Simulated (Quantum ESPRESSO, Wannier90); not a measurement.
**Wannier functions of SnS2 (CdI2 type)**

Structure: Materials Project mp-1170, symmetrised, not relaxed again. COD (Crystallography Open Database) has an entry of this formula and space group (matched by these alone). Level: LDA, no spin polarisation, no spin-orbit coupling; pw.x of Quantum ESPRESSO at 58 Ry with PseudoDojo potentials, 12×12×6 k-points, Wannier90. Density: 12×12×6 mesh, cold smearing 0.01 Ry. The cell is built of weakly bound layers, chains or molecules, whose nearest atoms lie 3.93 Å apart. Database cells relaxed without dispersion often hold them too far apart, which can enlarge gaps and weakens couplings between them; spacing and stacking were not compared with the measured crystal. Spin-orbit coupling is left out although heavy elements are present.

Input w.win:

```
num_bands = 21
num_wann = 12
exclude_bands = 1-5
num_iter = 0
conv_tol = 1.0e-6
conv_window = 4
dis_num_iter = 1000
dis_conv_tol = 1.0e-6
dis_froz_max = 8.26
write_hr = true
write_u_matrices = true
begin projections
Sn: s;p
S: s;p
end projections
begin unit_cell_cart
ang
    3.6743100860    0.0000000000    0.0000000000
   -1.8371550430    3.1820458759    0.0000000000
    0.0000000000    0.0000000000    6.2288300000
end unit_cell_cart
begin atoms_frac
Sn   0.0000000000  0.0000000000  0.0000000000
S    0.3333333333 -0.3333333333  0.2346500000
S   -0.3333333333  0.3333333333 -0.2346500000
end atoms_frac
mp_grid = 12 12 6
begin kpoints
0.0000000000 0.0000000000 0.0000000000
0.0000000000 0.0000000000 0.1666666667
0.0000000000 0.0000000000 0.3333333333
... (861 more lines: the 12x12x6 mesh through Gamma)
end kpoints
```

On the energy scale of pw.x, whose zero is arbitrary, the valence-band maximum lies at 5.38 eV. Lines of w_hr.dat (R1 R2 R3 m n Re Im, eV) for R = 0 and one of the shortest lattice vectors, rounded to 0.01 eV, lines under 0.02 eV left out; orbitals in order: Sn1 s, Sn1 pz, Sn1 px, Sn1 py, S2 s, S2 pz, S2 px, S2 py, S3 s, S3 pz, S3 px, S3 py.

```
    0    0    0    1    1     1.87     0.00
    0    0    0    5    1    -1.03     0.00
    0    0    0    6    1     1.07     0.00
    0    0    0    7    1     1.34     0.00
    0    0    0    8    1    -0.77     0.00
    0    0    0    9    1    -1.03     0.00
    0    0    0   10    1    -1.07     0.00
    0    0    0   11    1    -1.34     0.00
    0    0    0   12    1     0.77     0.00
    0    0    0    2    2     8.90     0.00
    0    0    0    5    2    -1.06     0.00
    0    0    0    6    2     0.27     0.00
    0    0    0    7    2     1.39     0.00
    0    0    0    8    2    -0.80     0.00
    0    0    0    9    2     1.06     0.00
    0    0    0   10    2     0.27     0.00
    0    0    0   11    2     1.39     0.00
    0    0    0   12    2    -0.80     0.00
    0    0    0    3    3     8.73     0.00
    0    0    0    5    3    -1.28     0.00
    0    0    0    6    3     1.34     0.00
    0    0    0    7    3     1.05     0.00
    0    0    0    8    3    -1.04     0.00
    0    0    0    9    3     1.28     0.00
    0    0    0   10    3     1.34     0.00
    0    0    0   11    3     1.05     0.00
    0    0    0   12    3    -1.04     0.00
    0    0    0    4    4     8.73     0.00
    0    0    0    5    4     0.74     0.00
    0    0    0    6    4    -0.78     0.00
    0    0    0    7    4    -1.04     0.00
    0    0    0    8    4    -0.16     0.00
    0    0    0    9    4    -0.74     0.00
    0    0    0   10    4    -0.78     0.00
    0    0    0   11    4    -1.04     0.00
    0    0    0   12    4    -0.16     0.00
    0    0    0    1    5    -1.03     0.00
    0    0    0    2    5    -1.06     0.00
    0    0    0    3    5    -1.28     0.00
    0    0    0    4    5     0.74     0.00
    0    0    0    5    5    -4.95     0.00
    0    0    0    6    5     0.29     0.00
    0    0    0    9    5    -0.09     0.00
    0    0    0   10    5    -0.07     0.00
    0    0    0   11    5    -0.11     0.00
    0    0    0   12    5     0.06     0.00
    0    0    0    1    6     1.07     0.00
    0    0    0    2    6     0.27     0.00
    0    0    0    3    6     1.34     0.00
    0    0    0    4    6    -0.78     0.00
    0    0    0    5    6     0.29     0.00
    0    0    0    6    6     4.87     0.00
    0    0    0    9    6     0.07     0.00
    0    0    0   10    6     0.12     0.00
    0    0    0   11    6     0.08     0.00
    0    0    0   12    6    -0.05     0.00
    0    0    0    1    7     1.34     0.00
    0    0    0    2    7     1.39     0.00
    0    0    0    3    7     1.05     0.00
    0    0    0    4    7    -1.04     0.00
    0    0    0    7    7     4.89     0.00
    0    0    0    9    7     0.11     0.00
    0    0    0   10    7     0.08     0.00
    0    0    0   11    7     0.18     0.00
    0    0    0   12    7    -0.07     0.00
    0    0    0    1    8    -0.77     0.00
    0    0    0    2    8    -0.80     0.00
    0    0    0    3    8    -1.04     0.00
    0    0    0    4    8    -0.16     0.00
    0    0    0    8    8     4.89     0.00
    0    0    0    9    8    -0.06     0.00
    0    0    0   10    8    -0.05     0.00
    0    0    0   11    8    -0.07     0.00
    0    0    0   12    8     0.10     0.00
    0    0    0    1    9    -1.03     0.00
    0    0    0    2    9     1.06     0.00
    0    0    0    3    9     1.28     0.00
    0    0    0    4    9    -0.74     0.00
    0    0    0    5    9    -0.09     0.00
    0    0    0    6    9     0.07     0.00
    0    0    0    7    9     0.11     0.00
    0    0    0    8    9    -0.06     0.00
    0    0    0    9    9    -4.95     0.00
    0    0    0   10    9    -0.29     0.00
    0    0    0    1   10    -1.07     0.00
    0    0    0    2   10     0.27     0.00
    0    0    0    3   10     1.34     0.00
    0    0    0    4   10    -0.78     0.00
    0    0    0    5   10    -0.07     0.00
    0    0    0    6   10     0.12     0.00
    0    0    0    7   10     0.08     0.00
    0    0    0    8   10    -0.05     0.00
    0    0    0    9   10    -0.29     0.00
    0    0    0   10   10     4.87     0.00
    0    0    0    1   11    -1.34     0.00
    0    0    0    2   11     1.39     0.00
    0    0    0    3   11     1.05     0.00
    0    0    0    4   11    -1.04     0.00
    0    0    0    5   11    -0.11     0.00
    0    0    0    6   11     0.08     0.00
    0    0    0    7   11     0.18     0.00
    0    0    0    8   11    -0.07     0.00
    0    0    0   11   11     4.89     0.00
    0    0    0    1   12     0.77     0.00
    0    0    0    2   12    -0.80     0.00
    0    0    0    3   12    -1.04     0.00
    0    0    0    4   12    -0.16     0.00
    0    0    0    5   12     0.06     0.00
    0    0    0    6   12    -0.05     0.00
    0    0    0    7   12    -0.07     0.00
    0    0    0    8   12     0.10     0.00
    0    0    0   12   12     4.89     0.00
   -1   -1    0    1    1     0.03     0.00
   -1   -1    0    3    1     0.02     0.00
   -1   -1    0    4    1     0.04     0.00
   -1   -1    0    2    2    -0.16     0.00
   -1   -1    0    3    2     0.05     0.00
   -1   -1    0    4    2    -0.03     0.00
   -1   -1    0    1    3    -0.02     0.00
   -1   -1    0    2    3     0.05     0.00
   -1   -1    0    4    3     0.25     0.00
   -1   -1    0    8    3     0.03     0.00
   -1   -1    0   11    3    -0.04     0.00
   -1   -1    0    1    4    -0.04     0.00
   -1   -1    0    2    4    -0.03     0.00
   -1   -1    0    3    4     0.25     0.00
   -1   -1    0    4    4     0.30     0.00
   -1   -1    0    7    4     0.03     0.00
   -1   -1    0    8    4    -0.02     0.00
   -1   -1    0    5    5    -0.04     0.00
   -1   -1    0    7    5     0.04     0.00
   -1   -1    0    8    5     0.06     0.00
   -1   -1    0    6    6    -0.11     0.00
   -1   -1    0    7    6     0.11     0.00
   -1   -1    0    8    6     0.06     0.00
   -1   -1    0    3    7    -0.04     0.00
   -1   -1    0    5    7    -0.04     0.00
   -1   -1    0    8    7     0.09     0.00
   -1   -1    0    5    8    -0.07     0.00
   -1   -1    0    6    8    -0.13     0.00
   -1   -1    0    7    8     0.23     0.00
   -1   -1    0    8    8     0.20     0.00
   -1   -1    0    9    9    -0.04     0.00
   -1   -1    0   11    9     0.04     0.00
   -1   -1    0   12    9     0.07     0.00
   -1   -1    0   10   10    -0.11     0.00
   -1   -1    0   12   10    -0.13     0.00
   -1   -1    0    4   11     0.03     0.00
   -1   -1    0    9   11    -0.04     0.00
   -1   -1    0   10   11     0.11     0.00
   -1   -1    0   12   11     0.23     0.00
   -1   -1    0    3   12     0.03     0.00
   -1   -1    0    4   12    -0.02     0.00
   -1   -1    0    9   12    -0.06     0.00
   -1   -1    0   10   12     0.06     0.00
   -1   -1    0   11   12     0.09     0.00
   -1   -1    0   12   12     0.20     0.00
```
